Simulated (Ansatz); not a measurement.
N2 on a (100) slab of HfN (Fm-3m (No. 225)), 3 planes, outer planes HfN (top) and HfN (bottom), 1 a cell of 41.4 Å², relaxed and still whole (its atoms last):

```yaml
crystal:
  lattice:
    - [6.43155, 0.00000, 0.00000]
    - [0.00000, 6.43155, 0.00000]
    - [0.00000, 0.00000, 22.54779]
  atoms:
    - { symbol: Hf, position: [0.25000, 0.25000, 0.35480] }
    - { symbol: Hf, position: [0.25000, 0.75000, 0.35480] }
    - { symbol: Hf, position: [0.75000, 0.25000, 0.35480] }
    - { symbol: Hf, position: [0.75000, 0.75000, 0.35480] }
    - { symbol: N, position: [0.50000, 0.50000, 0.35480] }
    - { symbol: N, position: [0.50000, 0.00000, 0.35480] }
    - { symbol: N, position: [0.00000, 0.50000, 0.35480] }
    - { symbol: N, position: [0.00000, 0.00000, 0.35480] }
    - { symbol: Hf, position: [0.50138, 0.49861, 0.45452] }
    - { symbol: Hf, position: [0.50139, 0.00133, 0.45452] }
    - { symbol: Hf, position: [0.99867, 0.49861, 0.45452] }
    - { symbol: Hf, position: [0.99867, 0.00133, 0.45452] }
    - { symbol: N, position: [0.75003, 0.74997, 0.45196] }
    - { symbol: N, position: [0.75002, 0.24998, 0.45000] }
    - { symbol: N, position: [0.25003, 0.74997, 0.45173] }
    - { symbol: N, position: [0.25003, 0.24997, 0.45196] }
    - { symbol: Hf, position: [0.75005, 0.74993, 0.54872] }
    - { symbol: Hf, position: [0.75007, 0.24993, 0.55291] }
    - { symbol: Hf, position: [0.25006, 0.74995, 0.54878] }
    - { symbol: Hf, position: [0.25007, 0.24994, 0.54872] }
    - { symbol: N, position: [0.00224, 0.99775, 0.55765] }
    - { symbol: N, position: [0.00223, 0.50213, 0.55765] }
    - { symbol: N, position: [0.49788, 0.99778, 0.55765] }
    - { symbol: N, position: [0.49790, 0.50210, 0.55766] }
    - { symbol: N, position: [0.75078, 0.24921, 0.70329] }
    - { symbol: N, position: [0.75044, 0.24956, 0.65352] }
```

Theory: Ansatz 0.2.0, DFT PBE, scalar-relativistic, plane waves, PAW. Settings: cutoff 420 eV, Γ-centred mesh 3×3×1 on the computed 26-atom cell, Gaussian smearing of 0.10 eV; no spin polarisation. A dipole correction removes the field between periodic images along c.

It binds with 0.43 eV a molecule against the clean slab and the free molecule (no zero-point or thermal terms); its shortest contact is N–Hf 2.27 Å. Take first-order desorption with no barrier to adsorption, no reaction on the face and an assumed prefactor of 10^13 s⁻¹.

Question: How long does a molecule stay at 473 K?

Answer: τ = ν⁻¹·exp(E/k_BT) with k_BT = 0.0408 eV: E/k_BT = 10.5, so τ ≈ 4×10^-9 s. At about one hit a site a second (10⁻⁶ mbar) the coverage is near τ × 1 s⁻¹, so a layer needs roughly 3×10^2 mbar.

Question: Where does its peak lie in a desorption experiment heated at 2 K/s?

Answer: The peak obeys E/(k_B·T_p²) = (ν/β)·exp(−E/k_BT_p). Solving gives T_p ≈ 162 K (E/k_BT_p = 30.9). An error of 0.1 eV in E moves it by about 38 K, and larger molecules have larger prefactors, which lowers it.

Question: Is this physisorption or chemisorption?

Answer: The tightest contact, N–Hf 2.27 Å, is 0.92 times the sum of covalent radii, and deformation and lateral interaction add up to +0.12 eV. This is chemisorption.

This functional has no dispersion correction, so weak binding is underestimated.